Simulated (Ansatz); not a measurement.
Starting cell, SnO$_{2}$ (rutile):

```xyz
6
Lattice="4.7692 0.0000 0.0000 0.0000 4.7692 0.0000 0.0000 0.0000 3.2120" Properties=species:S:1:pos:R:3 pbc="T T T"
Sn     0.0000     0.0000     0.0000
Sn     2.3846     2.3846     1.6060
O      1.4607     1.4607     0.0000
O      3.8453     0.9239     1.6060
O      0.9239     3.8453     1.6060
O      3.3085     3.3085     0.0000
```

Two-dimensional scan of atom 5 (O, nearest neighbour Sn at 2.066 Å; its periodic images, 3.2 Å or more away, move with it): u runs along (0.707, 0.707, 0.000), v along (0.000, 0.000, 1.000) (Cartesian). Cell and other atoms are fixed.

The numbers are results of PBEsol (plane waves to 420 eV, PAW, scalar-relativistic; Ansatz, a program for electronic structure), not measurements. k mesh 6×6×8 (Γ-centred), Fermi-Dirac smearing 0.05 eV. E stands for the smeared free energy. Compression counts positive. SnO2 was relaxed with its symmetry unable to fall. The zero of ΔE is the undisplaced structure. Axes are in Å.

ΔE (meV/cell), with u across and v down:

```tsv
v \ u	-0.520	-0.347	-0.173	0.000	0.173	0.347	0.520
-0.520	1982	1910	1919	1932	1919	1910	1982
-0.347	1145	927	826	798	826	927	1145
-0.173	684	393	238	190	238	393	684
0.000	538	225	54	0	54	225	538
0.173	684	393	238	190	238	393	684
0.347	1145	927	826	798	826	927	1145
0.520	1982	1910	1919	1932	1919	1910	1982
```

P (GPa), with u across and v down:

```csv
v \ u,-0.520,-0.347,-0.173,0.000,0.173,0.347,0.520
-0.520,8.5,10.2,11.5,12.0,11.5,10.2,8.5
-0.347,3.2,4.1,4.8,5.1,4.8,4.1,3.2
-0.173,0.1,0.6,1.1,1.2,1.1,0.6,0.1
0.000,-0.9,-0.5,-0.1,0.0,-0.1,-0.5,-0.9
0.173,0.1,0.6,1.1,1.2,1.1,0.6,0.1
0.347,3.2,4.1,4.8,5.1,4.8,4.1,3.2
0.520,8.5,10.2,11.5,12.0,11.5,10.2,8.5
```

Key numbers:

```
Item                                                                                                                                                                                                Value
-----------------------------------------------------------------------------  --------------------------------------------------------------------------------------------------------------------------
Principal force constants in the plane (five-point differences of the forces)                                                                                                          3.5 and 12.4 eV/Å²
Softest direction at the centre                                                                                                                                                                   along u
Centre of the map                                                                                                                                                                               a minimum
Lowest place on the grid                                                                                                                                            u = 0.000 Å, v = 0.000 Å (0 meV/cell)
Highest place on the grid, met at several equal points                         u = -0.520 Å, v = -0.520 Å; u = 0.520 Å, v = -0.520 Å; u = -0.520 Å, v = 0.520 Å; u = 0.520 Å, v = 0.520 Å (1982 meV/cell)
```

(For displaced atoms, the force is minus the slope of the energy, and its curvature is a force constant, which sets phonon frequencies.)
